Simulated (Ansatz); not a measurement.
## Computed properties of InSb

InSb:
```cif
data_In4Sb4
_chemical_formula_sum 'In4 Sb4'
_space_group_name_H-M_alt 'P63mc'
_space_group_IT_number 186
_space_group_name_Hall 'P 6c -2c'
_cell_length_a 4.60248
_cell_length_b 4.60248
_cell_length_c 15.09249
_cell_angle_alpha 90.000
_cell_angle_beta 90.000
_cell_angle_gamma 120.000
loop_
_atom_site_label
_atom_site_type_symbol
_atom_site_symmetry_multiplicity
_atom_site_Wyckoff_symbol
_atom_site_fract_x
_atom_site_fract_y
_atom_site_fract_z
_atom_site_occupancy
In1 In 2 b 0.33333 0.66667 0.49990 1
Sb1 Sb 2 b 0.66667 0.33333 0.18770 1
In2 In 2 a 0.00000 0.00000 0.25035 1
Sb2 Sb 2 a 0.00000 0.00000 0.43705 1
```

Space group P6_3mc (No. 186); conventional cell a = 4.602 Å, b = 4.602 Å, c = 15.092 Å, α = 90.00°, β = 90.00°, γ = 120.00°.

Method: the program Ansatz at the PBEsol level (PAW). The cell and atoms are relaxed at this level. Other levels are named where they apply.

Cell and energy:

- Volume per atom = 34.61 Å³
- Density = 5.68 g/cm³
- Formation energy from the elements (no fitted shifts) = -0.072 eV/atom

Electronic structure:

* **Electronic character**: no gap, with almost no states at the Fermi level (zero-gap or semimetallic)
* **Density of states at the Fermi level**: 0.01 states/eV per atom (mean over ±0.08 eV)
* **HSE06 gap on the PBEsol cell**: 0.42 eV (a hybrid on a coarse mesh can open a false gap in a semimetal)
* **Gap with spin–orbit coupling**: none (metallic)

Mechanics:

- Bulk modulus (Birch–Murnaghan fit) = 42.6 GPa
- Pressure derivative B′ = 4.8

Phonons:

Highest zone-centre frequency: 175 cm⁻¹
Zone-centre stability: no imaginary mode at Γ

The start of the workflow was typed in or built on a structure type; neither database checked (COD, Materials Project) lists it. It is not the phase usual at ambient conditions (space group No. 216). Symmetry was held in the PBEsol relaxation. As this level gives no gap, phonon frequencies hold no LO–TO term and depend on the k-mesh and smearing (Fermi–Dirac, 0.1 eV here). The references are the lowest solids computed at this level, not always the standard phases. Spin–orbit coupling is left out wherever it is not named.

Potentials: the later of the program's two PAW sets.
